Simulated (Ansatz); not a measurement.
Input and command of a calculation in Ansatz (plane waves; scalar-relativistic PAW potentials unless the input names others):

```yaml
crystal:
  lattice:
    - [0.0, 2.2507977101, 2.2507977101]
    - [2.2507977101, 0.0, 2.2507977101]
    - [2.2507977101, 2.2507977101, 0.0]
  atoms:
    - { symbol: Hf, position: [0.5, 0.5, 0.5] }
    - { symbol: "N", position: [0.0, 0.0, 0.0] }
basis:
  ecutwfc: 420
kpoints:
  mp_grid: { grid: [16, 16, 16] }
hamiltonian:
  xc: pbesol
scf:
  occupations: { method: tetrahedron_uncorrected }
output:
  forces: true
  eigenvalues: true
  stress: true
```

```bash
ansatz run input.yaml --threads 2 --pin off --max-ram 5120MiB --backend cpu --events-out ev --progress --plain --runs-dir out
```

Abridged log:
```
Basis set: ecut = 420 eV, 459 PW (Γ), exchange–correlation on 48×48×48 points (8 copies of the dense FFT grid, shifted against one another)
Bands: 20, of which v1, the nominal top of the filled ones, is band 16 counted from 1 (15 counted from 0)
Symmetry: 48 space group operations
k-points: 145 of 4096
SCF iter   1: F=—  HF=-15980.211722 eV  |F-HF|=—  |Δ(HF+E_count)|=         —  Δρ=8.49e-3  dr2=1.45e-2  ethr=1.77e-3  ⟨swp⟩=5.6  Hψ=12455  notcnv=0
SCF iter   2: F=—  HF=-15980.207801 eV  |F-HF|=—  |Δ(HF+E_count)|=   3.92e-3  Δρ=2.36e-3  dr2=9.23e-4  ethr=4.69e-5  ⟨swp⟩=2.1  Hψ=5033  notcnv=0  defer=30
SCF iter   3: F=—  HF=-15980.207600 eV  |F-HF|=—  |Δ(HF+E_count)|=   2.01e-4  Δρ=8.79e-4  dr2=1.12e-4  ethr=2.98e-6  ⟨swp⟩=2.0  Hψ=4024  notcnv=0  defer=30
SCF iter   4: F=—  HF=-15980.207585 eV  |F-HF|=—  |Δ(HF+E_count)|=   1.57e-5  Δρ=2.83e-4  dr2=1.21e-5  ethr=3.63e-7  ⟨swp⟩=2.1  Hψ=5748  notcnv=0  defer=30
SCF iter   5: F=—  HF=-15980.207565 eV  |F-HF|=—  |Δ(HF+E_count)|=   1.93e-5  Δρ=9.00e-5  dr2=1.26e-6  ethr=3.91e-8  ⟨swp⟩=2.3  Hψ=5822  notcnv=0  defer=30
SCF iter   6: F=—  HF=-15980.207567 eV  |F-HF|=—  |Δ(HF+E_count)|=   1.30e-6  Δρ=1.89e-5  dr2=5.10e-8  ethr=3.23e-10  ⟨swp⟩=4.0  Hψ=14512  notcnv=0
SCF iter   7: F=-15980.207567 eV  HF=-15980.207567 eV  |F-HF|=6.19e-9  |Δ(HF+E_count)|=   4.44e-8  Δρ=4.61e-6  dr2=2.94e-9  ethr=1.64e-10  ⟨swp⟩=4.7  Hψ=10481  notcnv=0
SCF 1 converged in 7 iterations: F = -15980.207567 eV  dr2 = 2.94e-9
SCF converged after 7 iterations
Free energy (F): -15980.207567 eV
Harris-Foulkes:  -15980.207567 eV  (|F-HF|=6.19e-9)
Internal energy: -15980.207537 eV  (E = F + TS)
E sigma→0 (E₀):  -15980.207567 eV
Entropy (-TS):   -0.000030 eV (-0.015 meV/atom)
Fermi energy:    23.999518 eV
--- Forces (eV/Å), atoms counted from 1 ---
  atom   1  Hf     0.00000000     0.00000000     0.00000000
  atom   2  N      0.00000000     0.00000000     0.00000000
--- Stress (GPa, compression-positive) ---
        0.316852       0.000000       0.000000
        0.000000       0.316852       0.000000
        0.000000       0.000000       0.316852
  P = ⅓ Tr σ = 0.3169 GPa (3.169 kbar)
```

Apart from outputs, empty bands and the relaxation, which only the reference makes, the input differs from a reference run on usual settings in scf.occupations.width: 0.1 → not typed; scf.occupations.method: "gaussian" → "tetrahedron_uncorrected". The reference, at the same geometry, ended its own course with pressure -0.01 GPa, largest force 0.000 eV/Å, no gap on the mesh. This run converged in 7 SCF iterations with an energy at zero smearing 21.03 meV/atom above the reference's, pressure 0.32 GPa, largest force 0.000 eV/Å, no gap on the mesh.

Time: 2.7 s on 2 threads of Arm Neoverse V1, with other jobs on the host, peak memory 0.34 GiB.